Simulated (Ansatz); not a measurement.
Ti$_{3}$SnO$_{8}$: relaxed-ion elastic tensor

Theory: DFT PBE, scalar-relativistic, plane waves, PAW (Ansatz). Settings: 420 eV plane-wave cutoff, Γ-centred 8×8×4 mesh, fixed occupations. No spin polarisation.

Equilibrium structure at this level:
```
Ti Sn O
1.0
     3.83928    0.00000    0.00000
     0.00000    3.83928    0.00000
     0.00000    0.00000   10.04189
Ti Sn O
3 1 8
Direct
  0.50000 0.50000 0.50000
  0.00000 0.50000 0.26277
  0.50000 0.00000 0.73723
  0.00000 0.00000 0.00000
  0.00000 0.50000 0.45986
  0.50000 0.00000 0.93905
  0.00000 0.00000 0.21677
  0.50000 0.50000 0.69739
  0.00000 0.50000 0.06095
  0.50000 0.00000 0.54014
  0.00000 0.00000 0.78323
  0.50000 0.50000 0.30261
```

It was reached by relaxing an invented guess, and it needn't be the stable form of this composition. Spin–orbit coupling is left out, which matters for heavy elements.

Problem. Give the relaxed-ion elastic constants (GPa, Voigt order xx yy zz yz xz xy, on the Cartesian axes of the cell above).

Solution.
C11 = 300.1, C12 = 122.6, C13 = 133.9, C22 = 300.1, C23 = 133.9, C33 = 198.8, C44 = 39.9, C55 = 39.9, C66 = 50.6 GPa; the others vanish.

Problem. Is the crystal stable against homogeneous strain?

Solution. Yes: the least eigenvalue of the tensor is 39.9 GPa.

Problem. And the moduli of a polycrystal (Hill averages)?

Solution. B = 172 GPa, G = 51 GPa, E = 139 GPa, ν = 0.37.
